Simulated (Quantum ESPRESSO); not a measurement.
## Si3O4NF (convergence and cost over cutoff and k mesh)

A calculation, not a measurement. The program is pw.x of Quantum ESPRESSO 7.5 (plane-wave density functional theory). The cell is made up: 9 atoms on a quartz lattice, with randomly drawn elements, strain and displacements, not relaxed. PseudoDojo standard norm-conserving files (v0.5 for PBE, v0.4.1 for LDA and PBEsol) set the functional; there is no spin polarisation, spin-orbit coupling or dispersion term, and the masses in the input are unused placeholders.

Input of the run in row 4:

```
&control calculation='scf', pseudo_dir='./dojo.nc.sr.pbe.v0_5.standard.upf', outdir='./o', disk_io='low', tprnfor=.true., tstress=.true. /
&system ibrav=0, nat=9, ntyp=4, nbnd=30, ecutwfc=84.00895049, nosym=.true., tot_charge=0,
 occupations='smearing', smearing='fd', degauss=0.0018374661
/
&electrons conv_thr=7.350e-09, electron_maxstep=60, /
ATOMIC_SPECIES
F 1.0 F.upf
N 1.0 N.upf
O 1.0 O.upf
Si 1.0 Si.upf
CELL_PARAMETERS angstrom
5.0778 0.0044 0.0631
-2.5351 4.4563 -0.1125
0.0693 -0.1026 5.5265
ATOMIC_POSITIONS angstrom
Si 2.5448 -0.0822 3.7195
Si -0.9326 1.9832 2.0277
Si 1.4609 2.3419 -0.0971
O 1.3782 1.0193 4.3379
N 3.1803 0.805 2.4703
F 2.8099 2.6089 0.5904
O 0.3424 2.0272 1.1086
O -1.0432 3.0981 2.8463
O 1.0339 3.7095 4.5318
K_POINTS automatic
5 5 4 1 1 1
```

The same cell was run at these settings. Meshes are shifted by half a step, and differences are from the last row, which is itself not exact.

```
cutoff (eV)     k mesh  k points solved  threshold (eV)  free energy less the last row's (eV)  pressure (GPa)  largest stress difference (GPa)  largest force difference (eV/Å)  iterations  wall time (s)  k-point pools                  processor
        800  2 x 2 x 2                4           1e-04                                 0.917            0.28                             8.38                            0.024           8             11              4  Intel Xeon, 2023 or later
       1143  1 x 1 x 1                1           1e-07                                 0.555            8.66                             1.09                            0.810          12             16              4  Intel Xeon, 2023 or later
        785  5 x 5 x 4               50           1e-07                                 1.106           -1.05                             9.69                            0.023          12             45              4  Intel Xeon, 2023 or later
       1143  5 x 5 x 4               50           1e-07                                 0.002            8.55                             0.02                            0.002          12             81              4  Intel Xeon, 2023 or later
       1437  7 x 7 x 6              147           1e-07                                 0.000            8.57                             0.00                            0.000          12            394              4  Intel Xeon, 2023 or later
```

Each pool is one process. Wall times include start-up and a band step at six k points, which weighs most on the coarsest meshes. The runs were on shared virtual cores whose load varied, so times are rough.